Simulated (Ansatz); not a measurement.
Al:
```xyz
1
Lattice="0.0000 2.0198 2.0198 2.0198 0.0000 2.0198 2.0198 2.0198 0.0000" Properties=species:S:1:pos:R:3 pbc="T T T"
Al     0.0000     0.0000     0.0000
```

Relaxed with PBE. Special points in fractions of this cell's reciprocal vectors: Γ (0.000, 0.000, 0.000); X (0.500, 0.000, 0.500); U (0.625, 0.250, 0.625); K (0.375, 0.375, 0.750); L (0.500, 0.500, 0.500); W (0.500, 0.250, 0.750).

**Question.** List the band energies nearest the Fermi level at these points for PBE (plane waves, PAW; program Ansatz).

**Answer.** In eV from the Fermi level; about four levels below and three above (degenerate sets whole), none deeper than 8.9 eV; … stands for higher levels left out; points with the same levels are listed once.

```tsv
k	below	above
Γ	–	…
X	-2.92 -1.61	5.22 …
U	-1.89 -1.37 -0.40	…
L	-4.59 -4.38	…
W	-0.85 -0.85	0.16 …
```

Space group Fm-3m (fcc (Cu type)). The cell was relaxed with PBE under the symmetry of its start.

Potentials: the earlier of the program's two PAW sets.
